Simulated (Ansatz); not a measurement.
Input and command of a plane-wave DFT calculation in Ansatz:

```yaml
crystal:
  lattice:
    - [1.6639298268, -4.9163395052, 0.0]
    - [1.6639298268, 4.9163395052, 0.0]
    - [0.0, 0.0, 3.8054706533]
  atoms:
    - { symbol: P, position: [0.1111676012, 0.8888323988, 0.9430552443] }
    - { symbol: P, position: [0.6111676012, 0.3888323988, 0.5569447557] }
    - { symbol: P, position: [0.8888323988, 0.1111676012, 0.0569447557] }
    - { symbol: P, position: [0.3888323988, 0.6111676012, 0.4430552443] }
basis:
  ecutwfc: 420
kpoints:
  mp_grid: { grid: [14, 14, 12] }
hamiltonian:
  xc: pbesol
  dispersion: d3bj
scf:
  occupations: { method: gaussian, width: 0.1 }
output:
  forces: true
  stress: true
  eigenvalues: true
relax:
  adjacent_minimum: "off"
  f_tol: 0.008
  max_steps: 50
  cell: { stress_tol: 0.08, p_target: 2.0 }
```

```bash
ansatz run input.yaml --threads 1 --pin off --max-ram 2560MiB --backend cpu --events-out ev --progress --plain --runs-dir out
```

Processor: Intel(R) Xeon(R) Platinum 8259CL CPU @ 2.50GHz (Skylake/Cascade Lake), 1 thread, on a host shared with other jobs.

Task: Estimate time, memory and problem size.

Result: About 3.7 min on 1 thread of Intel(R) Xeon(R) Platinum 8259CL CPU @ 2.50GHz (Skylake/Cascade Lake), with other jobs on the host, peak memory 0.66 GiB. It solves 14 bands at 399 k points (the mesh reduced by symmetry) with about 1217 plane waves (on the last cell), in 34 SCF iterations over 7 ionic steps.
